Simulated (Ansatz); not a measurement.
Relaxed-ion elastic tensor of GaN in space group P4_2/mnm (No. 136; Ga on 4g, N on 4f) in GPa (Voigt order), DFT-PBEsol in the program Ansatz with PAW potentials; density 5.84 g/cm³, 11.91 Å³ per atom.

|  | 1 | 2 | 3 | 4 | 5 | 6 |
|---|---|---|---|---|---|---|
| 1 | 261 | 121 | 117 | 0.0 | 0.0 | 0.0 |
| 2 | 121 | 261 | 117 | 0.0 | 0.0 | 0.0 |
| 3 | 117 | 117 | 369 | 0.0 | 0.0 | 0.0 |
| 4 | 0.0 | 0.0 | 0.0 | 85.1 | 0.0 | 0.0 |
| 5 | 0.0 | 0.0 | 0.0 | 0.0 | 85.1 | 0.0 |
| 6 | 0.0 | 0.0 | 0.0 | 0.0 | 0.0 | 95.9 |

Question: Is the crystal mechanically stable?

Answer: Yes: the smallest eigenvalue of C is 85.1 GPa.

Question: Work out the Voigt, Reuss and Hill averages.

Answer: K_V = 178, K_R = 174, K_H = 176; G_V = 89.0, G_R = 86.8, G_H = 87.9 GPa.

Question: Give Young's modulus, Poisson's ratio, Pugh's ratio and the universal anisotropy index.

Answer: E = 9KG/(3K + G) = 226 GPa; ν = 0.29; K/G = 2.00 (ductile by the Pugh limit of 1.75); A_U = 5G_V/G_R + K_V/K_R − 6 = 0.15.

Question: Estimate the sound speeds and the Debye temperature.

Answer: v_l = √((K + 4G/3)/ρ) = 7090 m/s, v_t = √(G/ρ) = 3880 m/s, mean 4330 m/s; Θ = (h/k)(3n/4πV)^(1/3) v_m = 564 K.

Question: Solve the Christoffel equation for the three sound speeds along x, y, z.

Answer: Eigenvalues of C_ijkl n_j n_l equal ρv². In km/s, slowest first: x 3.82, 4.05, 6.69; y 3.82, 4.05, 6.69; z 3.82, 3.82, 7.95.

Question: How much does each axis shrink under pressure?

Answer: Linear compressibilities β_i = Σ_j S_ij (j = 1 to 3): x 2.2, y 2.2, z 1.3 per TPa.

The start of the workflow was typed in or built on a structure type; neither database checked (COD, Materials Project) lists it. It is not the phase usual at ambient conditions (space group No. 186, 216). Symmetry was held in the PBEsol relaxation; its stability against distortions is not shown here.

Potentials: the earlier of the program's two PAW sets. The files were generated under PBE; for other functionals the program regenerates the frozen cores, and for LDA and PBEsol the local potential too.
